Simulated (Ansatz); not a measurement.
Time and memory for MnSi15O32

```yaml
crystal:
  lattice:
    - [-4.982, 4.982, 6.963]
    - [4.982, -4.982, 6.963]
    - [4.982, 4.982, -6.963]
  atoms:
    - { symbol: Mn, position: [0.149485, 0.149485, 0.29897], spin: 3.0 }
    - { symbol: Si, position: [0.649485, 0.649485, 0.29897] }
    - { symbol: Si, position: [0.649485, 0.149485, 0.79897] }
    - { symbol: Si, position: [0.149485, 0.649485, 0.79897] }
    - { symbol: Si, position: [0.524485, 0.225515, 0.5] }
    - { symbol: Si, position: [0.024485, 0.725515, 0.5] }
    - { symbol: Si, position: [0.024485, 0.225515, 0.0] }
    - { symbol: Si, position: [0.524485, 0.725515, 0.0] }
    - { symbol: Si, position: [0.600515, 0.600515, 0.70103] }
    - { symbol: Si, position: [0.100515, 0.100515, 0.70103] }
    - { symbol: Si, position: [0.100515, 0.600515, 0.20103] }
    - { symbol: Si, position: [0.600515, 0.100515, 0.20103] }
    - { symbol: Si, position: [0.475515, 0.774485, 0.5] }
    - { symbol: Si, position: [0.975515, 0.274485, 0.5] }
    - { symbol: Si, position: [0.975515, 0.774485, 0.0] }
    - { symbol: Si, position: [0.475515, 0.274485, 0.0] }
    - { symbol: O, position: [0.1408, 0.20901, 0.17168] }
    - { symbol: O, position: [0.6408, 0.70901, 0.17168] }
    - { symbol: O, position: [0.6408, 0.20901, 0.67168] }
    - { symbol: O, position: [0.1408, 0.70901, 0.67168] }
    - { symbol: O, position: [0.58401, 0.41233, 0.56821] }
    - { symbol: O, position: [0.08401, 0.91233, 0.56821] }
    - { symbol: O, position: [0.08401, 0.41233, 0.06821] }
    - { symbol: O, position: [0.58401, 0.91233, 0.06821] }
    - { symbol: O, position: [0.78733, 0.71912, 0.82832] }
    - { symbol: O, position: [0.28733, 0.21912, 0.82832] }
    - { symbol: O, position: [0.28733, 0.71912, 0.32832] }
    - { symbol: O, position: [0.78733, 0.21912, 0.32832] }
    - { symbol: O, position: [0.59412, 0.7658, 0.43179] }
    - { symbol: O, position: [0.09412, 0.2658, 0.43179] }
    - { symbol: O, position: [0.09412, 0.7658, 0.93179] }
    - { symbol: O, position: [0.59412, 0.2658, 0.93179] }
    - { symbol: O, position: [0.4842, 0.65588, 0.56821] }
    - { symbol: O, position: [0.9842, 0.15588, 0.56821] }
    - { symbol: O, position: [0.9842, 0.65588, 0.06821] }
    - { symbol: O, position: [0.4842, 0.15588, 0.06821] }
    - { symbol: O, position: [0.54099, 0.6092, 0.82832] }
    - { symbol: O, position: [0.04099, 0.1092, 0.82832] }
    - { symbol: O, position: [0.04099, 0.6092, 0.32832] }
    - { symbol: O, position: [0.54099, 0.1092, 0.32832] }
    - { symbol: O, position: [0.33767, 0.16599, 0.43179] }
    - { symbol: O, position: [0.83767, 0.66599, 0.43179] }
    - { symbol: O, position: [0.83767, 0.16599, 0.93179] }
    - { symbol: O, position: [0.33767, 0.66599, 0.93179] }
    - { symbol: O, position: [0.53088, 0.46267, 0.17168] }
    - { symbol: O, position: [0.03088, 0.96267, 0.17168] }
    - { symbol: O, position: [0.03088, 0.46267, 0.67168] }
    - { symbol: O, position: [0.53088, 0.96267, 0.67168] }
magnetization:
  spin_polarized: true
kpoints:
  mp_grid: { grid: [3, 3, 3] }
scf:
  occupations: { method: fermi_dirac, width: 0.01 }
hamiltonian:
  xc: pbe
  pseudopotentials: { kind: paw }
output:
  forces: true
  stress: true
  populations: true
  efg:
    quadrupole_moments_barn: { Mn: 0.33, O: -0.02558 }
    contact_densities: true
  write_density: true
  write_potential: true
  elf: true
  volumetric_format: npy
relax:
  f_tol: 0.03
  max_steps: 40
```

```sh
ansatz run input.yaml --threads 4 --pin off --max-ram 10240MiB --backend cpu --events-out ev --progress --plain --runs-dir out
```

It runs on 4 threads of AMD EPYC 9R14 (Zen 4) (x86_64; 16 cores open to the job, memory cap 10.0 GiB, no GPU), a shared host with a load of 0.2 a core.

**Question.** Estimate the wall time and the peak memory.

**Answer.** About 12 min of wall time (45 min of CPU time) and 4.2 GiB. The run holds 267 valence electrons in 183 bands, about 13539 plane waves a k-point and 10 irreducible k-points, and took 95 SCF iterations, over 11 ionic steps. Times on a shared host vary by tens of per cent.
